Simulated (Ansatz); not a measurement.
Sb: all-electron results

```
Sb
1.0
     3.36900    0.00000    0.00000
    -1.68450    2.91764    0.00000
     0.00000    0.00000    5.33000
Sb
2
Direct
  0.33333 0.66667 0.25000
  0.66667 0.33333 0.75000
```

Atoms are numbered in the order listed.

The cell is COD entry 1539203, as deposited and not checked against the literature; nothing was relaxed.

No spin–orbit coupling, which matters for the heavy atoms here.

Method: Ansatz 0.2.0, DFT, LDA, all-electron LAPW, scalar-relativistic.

The runs use a Γ-centred 12×12×7 k mesh, Fermi–Dirac smearing of 0.03 eV, basis error target 0.5 meV/atom, no spin polarisation.

```json
{"Pressure at this cell": "-1.34 GPa", "Band gap": "none: bands cross the Fermi level, a metal", "Stress xx, yy, zz (compression positive)": "-0.83, -0.83, -2.37 GPa", "Density of states at the Fermi level (0.2 eV bin)": "1.33 states/eV per cell", "Volume per atom": "26.20 Å³"}
```
